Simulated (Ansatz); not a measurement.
WSe2:
```yaml
crystal:
  lattice:
    - [3.30225, 0.00000, 0.00000]
    - [-1.65112, 2.85983, 0.00000]
    - [0.00000, 0.00000, 13.22462]
  atoms:
    - { symbol: W, position: [0.66667, 0.33333, 0.75000] }
    - { symbol: W, position: [0.33333, 0.66667, 0.25000] }
    - { symbol: Se, position: [0.33333, 0.66667, 0.87578] }
    - { symbol: Se, position: [0.66667, 0.33333, 0.12422] }
    - { symbol: Se, position: [0.66667, 0.33333, 0.37578] }
    - { symbol: Se, position: [0.33333, 0.66667, 0.62422] }
```

Relaxed with r²SCAN+D4.

Question: Map the electron localisation function on the plane through (0.667, 0.333, 0.750) spanned by u = [0, 0, 1] and v = [1, -1, 0] in lattice vectors, from DFT-r²SCAN+D4 in the program Ansatz with PAW potentials.

Answer: x is the fraction of u, y of v (the angle between them is 90°; rows are the nearest grid lines); atoms in the plane: W at (0.00, 0.00), W at (0.50, 0.67), Se at (0.13, 0.67), Se at (0.37, 0.00), Se at (0.63, 0.00), Se at (0.87, 0.67).
```
| +#-:.    -@@@- .**--**. -@@@-    .:-#+ |
|.*#-::.   :@@@=.:**--**:.=@@@:   .::-#*.|
|##=-+*+-.  #@@%#%%*::*%%#%@@#  .-+*+-=##|
|+=-+%%##=  =%@%%%%+::+%%%%@%=  =##%%+-=+|
|::=%%%%%#: .*%%%%#-::-#%%%%*. :#%%%%%=::|
|.:*%%%%@@+  -*###=-++-=###*-  +@@%%%%*:.|
|.-*#=:+@@%:   .--:*##*:--.   :%@@+:=#*-.|
|.-**: =@@@-   .::-#++#-::.   -@@@= :**-.|
|.-**: -@@@-    .:-#++#-:.    -@@@- :**-.|
|.-*#-.+@@@:   .:::#**#:::.   :@@@+.-#*-.|
|:=*###%@@#.   .::.-**-.::.   .#@@%###*=:|
|-=*##%%%%+    ..:..--..:..    +%%%%##*=-|
|==+*####*:     ..........     :*####*+==|
|+===++++-      ....::....      -++++===+|
|+=:.             .:==:.             .:=+|
|+=:               :==:               :=+|
|+=:               :==:               :=+|
|+=:.           ...:==:...           .:=+|
|:.....     .=****+====+****=.     .....:|
|-:.....    -#%%###+==+###%%#-    .....:-|
|*+..:..    +%@%%##*==*##%%@%+    ..:..+*|
|%#-.::.   .#@@%*##*--*##*%@@#.   .::.-#%|
|:*#-::.   -@@@=.:**--**:.=@@@-   .::-#*:|
| +#-:.    -@@@- .**--**. -@@@-    .:-#+ |
```
Scale: ten equal steps from 0.008 (start of ' ') to 0.893 (end of '@'), in the order ' .:-=+*#%@'; x runs from 0.000 to 1.00, y from 0.000 (bottom) to 1.00 (top).

The density is the valence pseudo-density with augmentation charge, so density and ELF within about 1 Å of a nucleus are not all-electron values.

Space group P6_3/mmc. The r²SCAN+D4 relaxation kept the symmetry of its start. The run is not spin-polarised. Spin–orbit coupling is left out wherever it is not named.

Potentials: the earlier of the program's two PAW sets. The files were generated under PBE; for other functionals the program regenerates the frozen cores, and for LDA and PBEsol the local potential too.
